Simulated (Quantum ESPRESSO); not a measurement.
# One change at a time to HfMo3RuV3

Calculated results; nothing here was measured. They come from Quantum ESPRESSO 7.5, a public plane-wave density functional program. Each row is one single-point run on a made-up periodic cell of eight metal atoms, with elements, volume, strain and displacements drawn at random and not relaxed, so a cell may be unstable or far from any real phase. There is no spin polarisation or spin-orbit coupling.

Settings: PBE unless stated; PseudoDojo standard norm-conserving files; Fermi-Dirac width 0.25 eV, which means electrons at about 2900 K; cutoff 1143 eV; 5 x 5 x 5 k mesh shifted half a step off Gamma. E is the free energy of the whole cell (internal energy minus TS), so a -TS column is already part of it. Stress is positive in tension, and the pressure P is minus a third of its trace.

Checks: one run of this series was repeated at a higher cutoff and on a denser mesh, which moved values by no more than 0.004 eV, 0.05 GPa and 0.015 eV/Å, and a second program with other atomic files agreed on it to 2 % rms in force and 0.5 GPa in pressure. Known limits: heavy elements are run without spin-orbit coupling, which real alloys of them have; a spin test at this wide smearing found no moment, but such smearing suppresses magnetism that the real alloy may have.

The lattice is hexagonal close-packed, and the cell vectors in Å are (-0.059, 4.787, 0.062); (2.672, 0.024, 4.351); (2.718, -0.092, -4.379), a volume of 112.59 Å³ in run 1. The elements on sites 1 to 8 are V V Mo V Mo Hf Mo Ru. Each later run makes one change to run 1 and keeps the rest. E is counted from run 1, and is n/a where other atomic files have another zero of energy.

```
run                           change  V (Å³)  P (GPa)  -TS (eV)  rms force (eV/Å)  largest change of a force component (eV/Å)  E (eV)
  1                             none  112.59    28.73    -2.089             0.776                                       0.000   0.000
  2          sites 2 and 6 exchanged  112.59    30.06    -2.137             1.049                                       1.954   0.347
  3    all lengths scaled by +1.04 %  116.14    20.16    -2.164             0.707                                       0.182       ?
  4              LDA in place of PBE  112.59    13.28    -2.095             0.664                                       0.285     n/a
  5                     Zr on site 7  112.59    38.44    -2.048             0.893                                       0.701     n/a
  6  site 2 moved by -0.12 Å along x  112.59    28.41    -2.074             0.618                                       0.879  -0.125
```

## Worked estimate

Along a uniform scaling dE = -P dV. The mean of the two pressures is 24.445 GPa and the volume changes by 3.55 Å³, with 160.2 GPa to one eV/Å³. The same two rows give -V dP/dV = 276 GPa for this cell with clamped atoms, which is not the bulk modulus of a real alloy.

## Withheld value

Question: what E should run 3 give?

The estimate is -0.542 eV. The calculation gave -0.540 eV.
